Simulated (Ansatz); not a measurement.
## Compressing MnSe: a fit and a missing row

MnSe, Fm-3m, a = 5.246 Å. Ansatz: PBEsol, PAW, 420 eV, Γ-centred 14×14×14 mesh on 2 atoms, Gaussian smearing 0.10 eV; collinear spin, largest moment 4.0 μB. Symmetry fixes shape and atoms, so the cell is only scaled; pressure is positive in compression.

| V (Å³/atom) | P (GPa) |
| --- | --- |
| 15.881 | ? |
| 16.422 | 6.41 |
| 16.964 | 4.20 |
| 17.505 | 2.15 |
| 18.046 | 0.01 |
| 18.588 | -1.99 |
| 19.129 | -3.49 |
| 19.851 | -4.87 |

Problem. Take V0 = 18.046 Å³/atom, count pressures from its P0 = 0.01 GPa, fit the third-order Birch–Murnaghan form to the other rows, and predict the missing pressure.

Solution. With the Eulerian strain f = ½[(V0/V)^(2/3) − 1] and y = (P − P0)/[3f(1 + 2f)^(5/2)], the form is the line y = B0 + 1.5 B0 (B0′ − 4) f. Rows (f, y): 0.03244, 56.2; 0.02104, 59.9; 0.01025, 66.2; -0.00977, 71.7; -0.01905, 67.5; -0.03079, 61.9. Means f = 0.0006867, y = 63.900; Σ(Δf)² = 0.003004, ΣΔfΔy = -0.3936; the slope is their ratio. y = 63.99 − 131.0 f GPa, so B0 = 64.0 GPa and B0′ = 4 + 2 × (-131.0)/(3 × 63.99) = 2.64. At V = 15.881, f = 0.04447, y = 58.16 and P = 9.61 GPa. The run gave 9.36 GPa, so the fit is 0.25 GPa too high, within the rms miss on the fitted rows (0.27 GPa). Note that the largest moment runs from 3.54 to 4.21 μB along the series.

The largest moment runs from 3.54 to 4.21 μB along the series, so B0 and B0′ hold the change of the moment too.

The cell holds one magnetic atom, so it can only be ferromagnetic; an antiferromagnetic order may lie lower.